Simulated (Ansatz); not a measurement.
**YN: from a starting cell to a relaxed one**

The start is a generated trial cell of YN in the FeSi structure type. The cell and all atomic positions are relaxed at zero pressure with r2SCAN (plane waves to 500 eV, PAW, scalar-relativistic; Ansatz, an electronic-structure program). The first steps use a 7×7×7 k-mesh.

Initial structure:
```
CELL_PARAMETERS angstrom
      4.64746     0.00000     0.00000
      0.00000     4.64746     0.00000
      0.00000     0.00000     4.64746
ATOMIC_POSITIONS crystal
  Y  0.13652 0.13652 0.13652
  Y  0.63652 0.36348 0.86348
  Y  0.86348 0.63652 0.36348
  Y  0.36348 0.86348 0.63652
  N  0.84240 0.84240 0.84240
  N  0.34240 0.65760 0.15760
  N  0.15760 0.34240 0.65760
  N  0.65760 0.15760 0.34240
```

Problem. How much energy is released per atom?

Solution. About 1.5 eV/atom.

Problem. How does the volume per atom move from start to end?

Solution. +16.9 %, from 12.55 to 14.67 Å³/atom.

Problem. How do the shortest distances between atoms change?

Solution. The closest pairs of elements (up to four, under 3.6 Å), start → end: N–Y 2.37 → 2.45 Å; Y–Y 2.85 → 3.46 Å; N–N 2.88 → 3.46 Å.

Problem. What band gap does the relaxed structure have at this level?

Solution. 0.58 eV, indirect (valence top at Γ, conduction bottom at X) (no spin-orbit coupling).

Problem. Write out the relaxed structure.

Solution. 
Space group Fm-3m (No. 225); a = b = c = 4.896 Å, α = β = γ = 90.00°

| atom | site | symmetry | x | y | z |
|---|---|---|---|---|---|
| Y | 4a | m-3m | 0.0000 | 0.0000 | 0.0000 |
| N | 4b | m-3m | 0.5000 | 0.5000 | 0.5000 |
(The calculation used a cell of 2 atoms; values per cell refer to that cell.)

The start holds a very short contact (Y–N 2.37 Å). No spin polarisation in the result.

The run could not lose the symmetry of its start.
